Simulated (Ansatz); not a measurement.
Starting cell, CoSn (CoSn type, space group P6/mmm):

```xyz
6
Lattice="5.2416 0.0000 0.0000 -2.6208 4.5394 0.0000 0.0000 0.0000 4.1879" Properties=species:S:1:pos:R:3 pbc="T T T"
Co     2.6208     0.0000     0.0000
Co     1.3104     2.2697     0.0000
Co    -1.3104     2.2697     0.0000
Sn     0.0000     0.0000     0.0000
Sn     0.0000     3.0263     2.0940
Sn     2.6208     1.5131     2.0940
```

Two-dimensional scan of atom 1 (Co, nearest neighbour Sn at 2.583 Å; its periodic images, 4.2 Å or more away, move with it): u runs along (0.707, 0.707, 0.000), v along (0.000, 0.000, 1.000) (Cartesian). Cell and other atoms are fixed.

Calculation: r2SCAN (plane waves to 500 eV, PAW, scalar-relativistic; Ansatz, a program for electronic structure). k mesh 8×8×9 (Γ-centred), Fermi-Dirac smearing 0.05 eV. Energies are smeared free energies. Points where atoms come too close for the PAW data are left out (x in tables, blank in figures). With partly filled bands, energies and forces of such displacements shift with the k mesh and the smearing. CoSn is run without spin polarisation. CoSn was relaxed with its symmetry unable to fall. The last digit holds for this mesh only.

Changes of ΔE (meV/cell) from the point u = 0.000 Å, v = 0.000 Å when one coordinate moves alone (two changes are said to add if the coupling is within 5 % of the smaller one, nearly so within 20 %):

```
point                      change
-------------------------  ------
u = 0.000 Å, v = -0.650 Å  2447.7
u = 0.000 Å, v = -0.325 Å   453.5
u = -0.650 Å, v = 0.000 Å  2156.5
u = -0.325 Å, v = 0.000 Å   475.6
u = 0.325 Å, v = 0.000 Å    475.6
u = 0.650 Å, v = 0.000 Å   2156.5
u = 0.000 Å, v = 0.325 Å    453.5
u = 0.000 Å, v = 0.650 Å   2447.7
```

What is the change at u = 0.325 Å, v = 0.325 Å, where both move, and how far is it from the sum?

The sum of the single changes is 475.6 + (453.5) = 929.1; the calculation gives 994.0, so the coupling contributes 64.9 (under 20 % of the smaller single change, nearly additive).

What is the change at u = 0.650 Å, v = 0.325 Å, where both move, and how far is it from the sum?

The sum of the single changes is 2156.5 + (453.5) = 2610.0; the calculation gives 2731.9, so the coupling contributes 121.9 (over 20 % of the smaller single change, not additive).

(For displaced atoms, the force is minus the slope of the energy, and its curvature is a force constant, which sets phonon frequencies.)
